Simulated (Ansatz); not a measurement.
CaO (rock salt)

```
CELL_PARAMETERS angstrom
      0.00000     4.79484     4.79484
      2.39742     2.39742     4.79484
      2.39742     2.39742     0.00000
ATOMIC_POSITIONS crystal
  Ca 0.00000 0.00000 0.00000
  Ca 0.50000 0.00000 0.00000
  O  0.00000 0.50000 0.50000
  O  0.50000 0.50000 0.50000
```

A phonon eigenvector at X = (0.5, 0.5, 0.0) is frozen into this cell: atom i moves by Q times the vector below, so Q is the largest atomic displacement, in Å. The cell is held. (q is in reciprocal vectors of the primitive cell; the cell shown is doubled to hold the pattern.)

```
atom      x      y       z
----  -----  -----  ------
Ca1   0.000  0.000   0.196
Ca2   0.000  0.000  -0.196
O3    0.000  0.000   1.000
O4    0.000  0.000  -1.000
```

The numbers are results of r2SCAN (plane waves to 500 eV, PAW, scalar-relativistic; Ansatz, a quantum-chemistry and plane-wave program), not measurements. k mesh 12×12×12 (Γ-centred), Fermi-Dirac smearing 0.05 eV. E stands for the smeared free energy. Stress and pressure are positive under compression. CaO was relaxed with its symmetry unable to fall. ΔE is measured from the undisplaced structure.

| Q (Å) | ΔE (eV/cell) | P (GPa) | −dE/dQ from forces (eV/Å) |
|---|---|---|---|
| -0.280 | 0.820 | 1.47 | 5.990 |
| -0.233 | 0.565 | 0.97 | 4.923 |
| -0.187 | 0.360 | 0.59 | 3.893 |
| -0.140 | 0.201 | 0.32 | 2.893 |
| -0.093 | 0.089 | 0.14 | 1.915 |
| -0.047 | 0.022 | 0.03 | 0.954 |
| 0.000 | 0.000 | 0.00 | 0.000 |
| 0.047 | 0.022 | 0.03 | -0.954 |
| 0.093 | 0.089 | 0.14 | -1.915 |
| 0.140 | 0.201 | 0.32 | -2.893 |
| 0.187 | 0.360 | 0.59 | -3.893 |
| 0.233 | 0.565 | 0.97 | -4.923 |
| 0.280 | 0.820 | 1.47 | -5.990 |

Derived quantities:

Energy at Q = 0.280 Å: 820 meV/cell
Space group of the distorted cell: P4/nmm (No. 129), lowered from Fm-3m
Symmetry of the curve: even: the same for both signs
Shape of the curve: a single well with its minimum at or next to zero displacement
Harmonic wavenumber from the curvature (finite differences): 398 cm⁻¹
Wavenumber by perturbation theory (DFPT, on another k mesh): 398 cm⁻¹

(A displaced cell: forces are minus the slopes of the energy, force constants its curvatures, and phonons follow from these.)
